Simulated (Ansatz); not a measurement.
The relaxed structure here is a generated cell of Ta2Si: the first start was made by placing the elements on the sites of a structure type, and the end was not matched to a known phase here, so it may be hypothetical.

Relaxation of a generated cell, Ta2Si built in the Fe2P structure type; 9 atoms in the cell, which starts as P-62m (No. 189), hP9; a = b = 6.783 Å, c = 3.967 Å, α = β = 90.00°, γ = 120.00°. Calculation: r2SCAN (plane waves to 500 eV, PAW, scalar-relativistic; Ansatz, a first-principles code). Γ-centred k-mesh 4×4×6 on the run's cell (coarser than for final values), Fermi–Dirac smearing 0.05 eV. This is the first round of the run. 

The optimiser's lines from the output (shortened; P is positive under compression):

```
relax step   1: F+E_penalty+E_count = -61585.64090914 eV  Δ(F+E_penalty+E_count) = +0.000e0 eV  max|allowed force component| = 1.106e0 eV/Å  Δτ_max = 0.0000 Å  P = -11.839 GPa  Ω = 158.089 Å³  (7 SCF iters, dr2 threshold 1.00e-7 eV, accepted)
relax step   2: F+E_penalty+E_count = -61586.54403743 eV  Δ(F+E_penalty+E_count) = -9.031e-1 eV  max|allowed force component| = 5.002e-1 eV/Å  Δτ_max = 0.0469 Å  P = +0.203 GPa  Ω = 147.486 Å³  (6 SCF iters, dr2 threshold 9.00e-7 eV, accepted)
relax step   3: F+E_penalty+E_count = -61587.12604396 eV  Δ(F+E_penalty+E_count) = -5.820e-1 eV  max|allowed force component| = 2.897e-1 eV/Å  Δτ_max = 0.0423 Å  P = +1.640 GPa  Ω = 145.385 Å³  (7 SCF iters, dr2 threshold 9.00e-7 eV, accepted)
relax step   4: F+E_penalty+E_count = -61587.38823227 eV  Δ(F+E_penalty+E_count) = -2.622e-1 eV  max|allowed force component| = 1.101e-1 eV/Å  Δτ_max = 0.0570 Å  P = +1.638 GPa  Ω = 144.570 Å³  (7 SCF iters, dr2 threshold 9.00e-7 eV, accepted)
relax step   5: F+E_penalty+E_count = -61587.39377576 eV  Δ(F+E_penalty+E_count) = -5.543e-3 eV  max|allowed force component| = 1.238e-1 eV/Å  Δτ_max = 0.0167 Å  P = -0.703 GPa  Ω = 146.116 Å³  (6 SCF iters, dr2 threshold 9.00e-7 eV, accepted)
relax step   6: F+E_penalty+E_count = -61587.39595901 eV  Δ(F+E_penalty+E_count) = -2.183e-3 eV  max|allowed force component| = 1.123e-2 eV/Å  Δτ_max = 0.0051 Å  P = -0.086 GPa  Ω = 145.698 Å³  (5 SCF iters, dr2 threshold 9.00e-7 eV, accepted)
relax step   7: F+E_penalty+E_count = -61587.39603493 eV  Δ(F+E_penalty+E_count) = -7.592e-5 eV  max|allowed force component| = 4.184e-3 eV/Å  Δτ_max = 0.0010 Å  P = +0.024 GPa  Ω = 145.623 Å³  (4 SCF iters, dr2 threshold 6.15e-8 eV, accepted)
relax step   8: F+E_penalty+E_count = -61587.39603340 eV  Δ(F+E_penalty+E_count) = +1.528e-6 eV  max|allowed force component| = 3.631e-4 eV/Å  Δτ_max = 0.0003 Å  P = -0.001 GPa  Ω = 145.641 Å³  (5 SCF iters, dr2 threshold 3.73e-9 eV, accepted)
relax step   9: F+E_penalty+E_count = -61587.39332105 eV  Δ(F+E_penalty+E_count) = +2.712e-3 eV  max|allowed force component| = 5.723e-4 eV/Å  Δτ_max = 0.0000 Å  P = -0.002 GPa  Ω = 145.641 Å³  stress off target by 9.90e-3 GPa  SCF on the basis re-selected at this cell (its energy is not comparable with the rows above)  (7 SCF iters)
```

From the first to the last row the energy changes by -0.19 eV/atom and the volume by -7.9 %. The last row is marked as not comparable with the walk above it, whose basis was carried along; it does compare with step 1, since both stand on a basis selected at the nominal cutoff for their own cell.

Later rounds, restarted from the end of this one on a renewed k-mesh, logged 11 more steps and released under 0.01 eV/atom more. The final structure after all rounds: P-62m (No. 189), hP9; a = 7.0453 Å, b = 7.0453 Å, c = 3.3876 Å, α = 90.00°, β = 90.00°, γ = 120.00°. Between re-selections the logged energies stand on a plane-wave basis carried along with the cell. No spin polarisation in the result.

The run could not lose the symmetry of its start, so the end can be a saddle point.
